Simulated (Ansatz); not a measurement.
## Comparing deformations in C

Level of theory: DFT r2SCAN, scalar-relativistic, plane waves, PAW in Ansatz. Settings: plane waves to 500 eV, k-mesh 12×12×12 (Γ-centred), Gaussian smearing 0.05 eV. No spin polarisation. Energies are free energies at this smearing, counted from the undisturbed cell; pressure is positive in compression.

The starting cell (relaxed at this level):

```
CELL_PARAMETERS angstrom
0.00000 1.78014 1.78014
1.78014 0.00000 1.78014
1.78014 1.78014 0.00000
ATOMIC_POSITIONS crystal
C 0.50000 0.50000 0.50000
C 0.75000 0.75000 0.75000
```

The cell is strained by ε times a Voigt pattern (xx, yy, zz, yz, xz, xy; engineering shear) with fractional coordinates fixed. τ = (1/V0) dE/dε comes from the stress tensor. Of each scan, only the three points used here are listed.

| pattern | ε | τ (GPa) |
| --- | --- | --- |
| (0, 0, 0, 1, 0, 0) | -0.0025 | -1.47 |
| (0, 0, 0, 1, 0, 0) | 0.0000 | 0.00 |
| (0, 0, 0, 1, 0, 0) | 0.0025 | 1.47 |
| (0, 0, 1, 0, 0, 0) | -0.0150 | -17.01 |
| (0, 0, 1, 0, 0, 0) | 0.0000 | 0.00 |
| (0, 0, 1, 0, 0, 0) | 0.0150 | 16.35 |
| (1, 1, 0, 0, 0, 0) | -0.0250 | -66.56 |
| (1, 1, 0, 0, 0, 0) | 0.0000 | -0.01 |
| (1, 1, 0, 0, 0, 0) | 0.0250 | 57.02 |

Which constants do the scans give, and which deformation costs least for the same size of strain tensor?

The slope dτ/dε at zero (parabola through three points) is pᵀCp: (0, 0, 0, 1, 0, 0) gives C44 = 589 GPa; (0, 0, 1, 0, 0, 0) gives C11 = 1112 GPa; (1, 1, 0, 0, 0, 0) gives 2(C11 + C12) = 2471 GPa. The size of the strain tensor, ε:ε, is ε² times 0.5, 1.0, 2.0. Per unit of it the stiffnesses are 1177, 1112, 1236 GPa, so (0, 0, 1, 0, 0, 0) is the softest of these: at ε:ε = (1 %)² the quadratic term costs 1.96 meV/atom against 2.18 for the stiffest. These are clamped-ion values.

What else follows for this cubic crystal?

From the unrounded slopes C11 = 1112.0 and C12 = 123.7 GPa, so B = (C11 + 2 C12)/3 = 453 GPa and the Poisson ratio for a pull along a cube edge is C12/(C11 + C12) = 0.10.

How anisotropic is this cubic crystal?

Zener's ratio 2 C44/(C11 − C12) = 1.19 with clamped ions; it is 1 for an isotropic solid.

Forces appear on the atoms along this scan, and letting them relax would lower the energy and soften the response.